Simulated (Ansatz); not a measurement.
Ga (hcp (Mg type), P6_3/mmc) under volume change, DFT-PBEsol in the program Ansatz with PAW potentials, shape and atoms relaxed at each volume.

```tsv
V (Å³/atom)	E − E(relaxed) (meV/atom)	P (GPa)
16.193	32.4	7.09
16.727	…	…
17.261	3.2	1.96
17.795	0.0	0.00
18.328	…	…
18.862	10.6	-2.98
19.396	22.4	-4.09
```

Task: Complete the blanks.

Result: 
- 16.727, E − E(relaxed) (meV/atom): 13.5
- 16.727, P (GPa): 4.30
- 18.328, E − E(relaxed) (meV/atom): 2.8
- 18.328, P (GPa): -1.64

Task: What does a third-order Birch–Murnaghan fit give for V₀, B₀ and B′?

Result: V₀ = 17.80 Å³/atom, B₀ = 59.3 GPa, B′ = 5.1.

The start of the workflow was typed in or built on a structure type; neither database checked (COD, Materials Project) lists it. It is not the phase usual at ambient conditions (space group No. 64). The cell was relaxed with PBEsol under the symmetry of its start. At this level the phase is mechanically unstable.

Potentials: the earlier of the program's two PAW sets.
